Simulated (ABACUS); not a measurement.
ABACUS run on MoSeS (P1, 6 atoms in the cell; from Materials Project mp-1221404, changed as shown): self-consistent single point.

Computed with LDA (PW92), PseudoDojo 0.4 standard norm-conserving LDA (tails mended) pseudopotentials (plane waves; ABACUS 3.10.1).

The change in words: atom 1 moved by -0.04 angstrom along x. Reference geometry (P-3m1):
```xyz
6
Lattice="3.3332 0.0000 0.0000 -1.6666 2.8866 0.0000 0.0000 0.0000 13.9550" Properties=species:S:1:pos:R:3 pbc="T T T"
Mo     0.0000     0.0000     3.6164
Mo     0.0000     0.0000    10.3385
Se     1.6666     0.9622    12.0695
Se     0.0000     1.9244     1.8855
S      0.0000     1.9244     5.1716
S      1.6666     0.9622     8.7834
```

Reference input (self-consistent single point, DFT, LDA (PW92), plane waves, PseudoDojo 0.4 standard norm-conserving LDA (tails mended) pseudopotentials): KPT = Gamma 8 8 1 0 0 0; basis_type = pw; dft_functional = PWLDA; ecutwfc = 86 Ry; smearing_method = gaussian; smearing_sigma = 0.00367493 Ry; potentials = PseudoDojo 0.4 standard norm-conserving LDA (tails mended); symmetry = 1; symmetry_prec = 1e-05; ks_solver = dav_subspace; scf_nmax = 100; scf_thr = 1.0e-09 Ry. This run's input differs from it in these lines:

```diff
@@ -39,3 +39,3 @@
 2
-   0.0000000000    0.0000000000    0.2591500000 1 1 1
+  -0.0120010000    0.0000000000    0.2591500000 1 1 1
    0.0000000000    0.0000000000    0.7408500000 1 1 1
```

Log, with long lists cut:

```
 SELF-CONSISTENT
 -------------------------------------------
                                 init_chg = atomic

 PW ALGORITHM --------------- ION=   1  ELEC=   1--------------------------------

 Density error is 0.974214603242
                          Error Threshold = 0.01
 E_KohnSham     -810.5136206965      -11027.6035480830
 E_Fermi        0.7449666561         10.1357913426

 PW ALGORITHM --------------- ION=   1  ELEC=   2--------------------------------

 Density error is 0.697787906199
                          Error Threshold = 0.00135307583784
 E_KohnSham     -810.6705990286      -11029.7393478626
   [... lines left out ...]

 Density error is 2.82763032284e-09
                          Error Threshold = 2.18501849494e-10
 E_KohnSham     -810.7577254123      -11030.9247631261
 E_Fermi        0.6971950894         9.4858258335

 PW ALGORITHM --------------- ION=   1  ELEC=  12--------------------------------

 Density error is 6.1149510044e-10
                          Error Threshold = 3.92726433727e-12
 E_KohnSham     -810.7577254128      -11030.9247631333
 E_KS(sigma->0) -810.7577254128      -11030.9247631333
 E_entropy(-TS) -0.0000000000        -0.0000000000
 E_Fermi        0.6971965927         9.4858462867
 charge density convergence is achieved
 final etot is -11030.924763 eV
 EFERMI = 9.4858462867 eV

 STATE ENERGY(eV) AND OCCUPATIONS    NSPIN == 1
   [... 43 lines left out ...]

 TOTAL-FORCE (eV/Angstrom)
                       Mo1         0.5783186234         0.0033357370         0.0030818175
                       Mo2        -0.0005417264        -0.0001062643        -0.0025882207
                       Se1         0.0002389369         0.0000777746        -1.3488923216
                       Se2        -0.2759351850        -0.0012389595         1.3353312528
                        S1        -0.3023686636        -0.0021186234        -1.3322628516
                        S2         0.0002880149         0.0000503357         1.3453303236

 TOTAL-STRESS (KBAR)
      -126.3241333396         1.4006743256         0.0920199126
         1.4006743256      -126.3056679378        -0.0129580696
         0.0920199126        -0.0129580696      -116.7203497284
 TOTAL-PRESSURE: -123.116717 KBAR

 --------------------------------------------
 !FINAL_ETOT_IS -11030.9247631333255413 eV
 --------------------------------------------
```

The run converged in 12 iterations. Against the reference run the free energy goes up by 1.9 meV/atom, the pressure moves little (-12.35 to -12.31 GPa) and the largest force goes from 1.348 to 1.366 eV/Å.

Forces above 1 eV/Å remain at this geometry. The structure comes from a collection of computed structures, made at another level of theory; the collection holds predicted forms beside known ones. Its lattice was then scaled.

Cost on one core: around 7 core-minutes (rough).

“Tails mended”: in these copies of the files the far tail of each local potential was reset to the Coulomb form.
